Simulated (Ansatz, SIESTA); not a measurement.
**Cd3Se: programs and potentials compared**

```
Cd Se
1.0
    -2.04095    2.04095    6.08708
     2.04095   -2.04095    6.08708
     2.04095    2.04095   -6.08708
Cd Se
3 1
Direct
  0.50000 0.50000 0.00000
  0.25000 0.75000 0.50000
  0.75000 0.25000 0.50000
  0.00000 0.00000 0.00000
```

The cell comes from a database or a generator and needn't be the stable form of this composition.

Alike in all runs: task band structure; functional LDA; k mesh 9 × 9 × 9; occupations fermi-dirac, width 0.05 eV; no spin polarisation; no spin-orbit coupling. LDA stands for any of its common fits. Pressure is positive in compression and, in plane waves, holds the error of the finite cutoff, which Ansatz's Pulay term estimates and takes out.

```tsv
program and potentials	plane-wave cutoff (eV)	notes	pressure (GPa)
Ansatz, Ansatz PAW	420	potentials made for PBE, which Ansatz adapts in part; Pulay term of +0.02 GPa included	-5.63
SIESTA, files PseudoDojo sr-lda-0.4.1-standard, DZP (energy shift 0.003 Ry; two zetas on semicore shells)	-	atomic basis	-6.77
Ansatz, all-electron LAPW, scalar-relativistic	-	-	-5.63
```

The pressure spans -6.77 (SIESTA, files PseudoDojo sr-lda-0.4.1-standard, DZP (energy shift 0.003 Ry; two zetas on semicore shells)) to -5.63 GPa (Ansatz, all-electron LAPW, scalar-relativistic), with all-electron results at -5.63. Rows in atomic bases carry the error of their basis and grid, which can be large.

Differences between rows come from potentials, basis sets and numerical settings, since the functional is the same but for its coding. Runs on potential files found faulty are left out.
